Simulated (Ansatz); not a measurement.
Recipe of this trial structure of EuAlIr: random cell by space group and Wyckoff sites (P4/mmm, No. 123). The dimensions are guesses.

```yaml
crystal:
  lattice:
    - [3.96580, 0.00000, 0.00000]
    - [0.00000, 3.96580, 0.00000]
    - [0.00000, 0.00000, 3.89865]
  atoms:
    - { symbol: Eu, position: [0.50000, 0.50000, 0.00000] }
    - { symbol: Al, position: [0.00000, 0.00000, 0.00000] }
    - { symbol: Ir, position: [0.00000, 0.00000, 0.50000] }
```

These are results of DFT PBE, scalar-relativistic, plane waves, PAW in Ansatz 0.2.0, not measurements. Cutoff 420 eV, Gaussian smearing, Γ-centred meshes. Cell and atoms relax first on a coarse mesh and then on a finer one. In between, the cell is made exact in the group found at 0.06 Å. In metals the finer mesh still leaves noise of several meV/atom or more. The steps can't lower the symmetry of their start. Collinear spin, starting moments Eu 7.0 μB.

A guess keeps its type if space group and coordination stay and the shape of the cell changes little (axis ratios within about 15 %, angles within 6°); the volume may change.

Problem. Does this structure survive the relaxation?

Solution. It keeps its type. The symmetry stays P4/mmm (No. 123). The volume per atom grows by 35.6 %, from 20.4 to 27.7 Å³. The shortest distance goes from 1.95 Å (Al–Ir) to 2.28 Å (Al–Ir). The ratio c/a of the conventional cell changes by a factor of 1.09. Counting neighbours within 15 % of an atom's shortest distance, the start has Al 2, Eu 4, Ir 2 and the end Al 2, Eu 4, Ir 2.

The last run used collinear spin, a 12×12×10 mesh (in the run's order of axes) for its 3-atom cell and Gaussian smearing of 0.10 eV. Spin–orbit coupling, which can matter for Ir, is left out. The 4f shell of Eu is treated without a Hubbard U, which places its levels poorly. Another magnetic order may lie lower. Symmetry constrained the relaxation, so the result can be a saddle point.
